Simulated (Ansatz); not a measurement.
The relaxed structure here is a generated cell of Nb: the first start was made by placing the elements on the sites of a structure type, and the end was not matched to a known phase here, so it may be hypothetical. Known forms of Nb include space group No. 229.

The end point of a relaxation of Nb. Space group Pm-3m (No. 221), simple cubic type. Calculation: r2SCAN (plane waves to 500 eV, PAW, scalar-relativistic; Ansatz, a first-principles code).

```xyz
1
Lattice="2.7090 0.0000 0.0000 0.0000 2.7090 0.0000 0.0000 0.0000 2.7090" Properties=species:S:1:pos:R:3 pbc="T T T"
Nb     0.0000     0.0000     0.0000
```

Volume per atom: 19.88 Å³
Density: 7.76 g/cm³
Band gap: no gap (metallic)
Shortest distances: Nb–Nb 2.71 Å
k-mesh: 17×17×17

Band energies at high-symmetry points (eV from the Fermi level; labels of this space group; no spin-orbit coupling), from −5 eV up to 5.0 eV:

| point | energies |
|---|---|
| Γ | -3.06 -3.06 |
| X | -2.62 -2.11 0.42 2.13 2.13 |
| M | -4.27 -1.13 2.84 2.84 |
| R | -2.53 -2.53 -2.53 |

No spin polarisation in the result.

The run could not lose the symmetry of its start: the end is stationary, and may be a saddle point rather than a minimum.
